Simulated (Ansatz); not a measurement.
Input:

CoSi2:
Space group P6/mmm (No. 191); a = b = 4.1191 Å, c = 2.4778 Å, α = β = 90.00°, γ = 120.00°

| atom | site | symmetry | x | y | z |
|---|---|---|---|---|---|
| Co | 1a | 6/mmm | 0.0000 | 0.0000 | 0.0000 |
| Si | 2d | -6m2 | 0.3333 | 0.6667 | 0.5000 |

This is the PBEsol-relaxed structure.

Task: All from PBEsol (plane waves, PAW; program Ansatz), unless another level is named. Predict the electronic character.

Result: metallic (no gap).

Task: What about the density of states at the Fermi level?

Result: 1.1 states/eV per atom (mean over ±0.08 eV).

Task: Give the formation energy from the elements (no fitted shifts).

Result: 0.23 eV/atom.

A made-up cell: these elements were put on the sites of a structure type; neither database checked (COD, Materials Project) lists it. It is not the phase usual at ambient conditions (space group No. 225). Symmetry was held in the PBEsol relaxation. At this level the phase is dynamically unstable (imaginary phonons). The workflow began spin-polarised and lost its moments. The cell computed holds one magnetic atom, so no antiferromagnetic order was within reach. The references are the lowest solids computed at this level, not always the standard phases.

Potentials: the earlier of the program's two PAW sets. The files were generated under PBE; for other functionals the program regenerates the frozen cores, and for LDA and PBEsol the local potential too.
